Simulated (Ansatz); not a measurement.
GaN:
Space group Fm-3m (No. 225); a = b = c = 4.2199 Å, α = β = γ = 90.00°

| atom | site | symmetry | x | y | z |
|---|---|---|---|---|---|
| Ga | 4a | m-3m | 0.0000 | 0.0000 | 0.0000 |
| N | 4b | m-3m | 0.5000 | 0.5000 | 0.5000 |
(The calculation used a cell of 2 atoms; values per cell refer to that cell.)

Relaxed with PBEsol. The program Ansatz at the PBEsol level (PAW) gives a gap of 0.54 eV.

Q: What gap does HSE06 give on the same cell (Ansatz, PAW)?

A: 1.88 eV, 1.34 eV more. The hybrid was solved on a coarser mesh and at special points; its gap is the smallest among all of these.

| k | v1 PBEsol | c1 PBEsol | v1 HSE06 | c1 HSE06 |
|---|---|---|---|---|
| Γ | -0.54 | 2.27 | [?] | [?] |
| X | -3.11 | 0.54 | -3.30 | 1.88 |
| L | -0.18 | 4.60 | [?] | [?] |
| W | -4.70 | 5.11 | [?] | [?] |
| K | -2.17 | 3.13 | [?] | [?] |

Q: Top valence (v1) and lowest conduction level (c1) in eV from each method's valence maximum (which need not be a listed point): supply the withheld HSE06 values.

A: 
- Γ, v1 HSE06: -0.54
- Γ, c1 HSE06: 3.58
- L, v1 HSE06: -0.22
- L, c1 HSE06: 5.94
- K, v1 HSE06: -2.31
- K, c1 HSE06: 4.54
- W, v1 HSE06: -4.81
- W, c1 HSE06: 6.64

Cost on shared cores: the PBEsol run (SCF on a 11×11×11 mesh, then bands and DOS) about 7 core-seconds (a rough figure), the HSE06 run (SCF on 8×8×8, then a few points) about 70 core-seconds (a rough figure); the tasks are unlike.

This is a known high-pressure phase of the composition, computed here at zero pressure and temperature. The PBEsol relaxation kept the symmetry of its start; whether a distortion lowers the energy is not shown. Scalar-relativistic: spin–orbit coupling is off unless named, which matters more the heavier the elements.

Potentials: the earlier of the program's two PAW sets.
